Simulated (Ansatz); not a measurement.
CaPd$_{3}$O$_{4}$ (space group Pm-3n)

```yaml
crystal:
  lattice:
    - [5.72639, 0.00000, 0.00000]
    - [0.00000, 5.72639, 0.00000]
    - [0.00000, 0.00000, 5.72639]
  atoms:
    - { symbol: Ca, position: [0.50000, 0.50000, 0.50000] }
    - { symbol: Ca, position: [0.00000, 0.00000, 0.00000] }
    - { symbol: Pd, position: [0.00000, 0.50000, 0.25000] }
    - { symbol: Pd, position: [0.00000, 0.50000, 0.75000] }
    - { symbol: Pd, position: [0.25000, 0.00000, 0.50000] }
    - { symbol: Pd, position: [0.75000, 0.00000, 0.50000] }
    - { symbol: Pd, position: [0.50000, 0.25000, 0.00000] }
    - { symbol: Pd, position: [0.50000, 0.75000, 0.00000] }
    - { symbol: O, position: [0.25000, 0.25000, 0.25000] }
    - { symbol: O, position: [0.75000, 0.75000, 0.75000] }
    - { symbol: O, position: [0.25000, 0.75000, 0.75000] }
    - { symbol: O, position: [0.75000, 0.25000, 0.25000] }
    - { symbol: O, position: [0.75000, 0.75000, 0.25000] }
    - { symbol: O, position: [0.25000, 0.25000, 0.75000] }
    - { symbol: O, position: [0.75000, 0.25000, 0.75000] }
    - { symbol: O, position: [0.25000, 0.75000, 0.25000] }
```

E(V) scan at fixed shape, V₀ the volume above. Symmetry pins the atoms to their sites.

Level of theory: PBEsol (plane waves to 420 eV, PAW, scalar-relativistic; Ansatz, a first-principles code). k mesh 7×7×7 (Γ-centred), Fermi-Dirac smearing 0.05 eV. The energy includes the smearing's −TS. Stress and pressure are positive under compression. At this level the bands of CaPd3O4 touch or barely overlap. CaPd3O4 is run without spin polarisation and with no Hubbard U. CaPd3O4 was relaxed with its symmetry unable to fall. The zero of ΔE is the relaxed starting cell. The last digit holds for this mesh only.

```tsv
V (Å³/atom)	ΔE (meV/atom)
9.858	245.5
10.328	126.3
10.797	51.5
11.267	11.9
11.736	0.0
12.206	10.1
12.675	withheld
13.144	78.8
13.614	130.7
```

Q: Fit a third-order Birch-Murnaghan form (E₀, V₀, B₀, B₀′ free) to the given rows and predict ΔE at V = 12.675.

A: Least squares on the 8 given rows: ΔE = E₀ + (9V₀B₀/16)·y²·[2 + (B₀′ − 4)y], y = (V₀/V)^(2/3) − 1, with V₀ = 11.738 Å³/atom, B₀ = 186.2 GPa (160.2 GPa = 1 eV/Å³; the term in eV is multiplied by 1000), B₀′ = 4.82, E₀ = 0.04 meV/atom; root-mean-square residual 0.09 meV/atom. At 12.675 the fit gives 37.5 meV/atom; the calculation gives 37.6 meV/atom, so the interpolation is off by -0.1 (-0.3 %). For the pressure the fit gives -11.9 GPa against the computed -11.9 GPa.

(A scan under strain: stresses follow from slopes of the energy per volume, elastic moduli from its curvatures.)
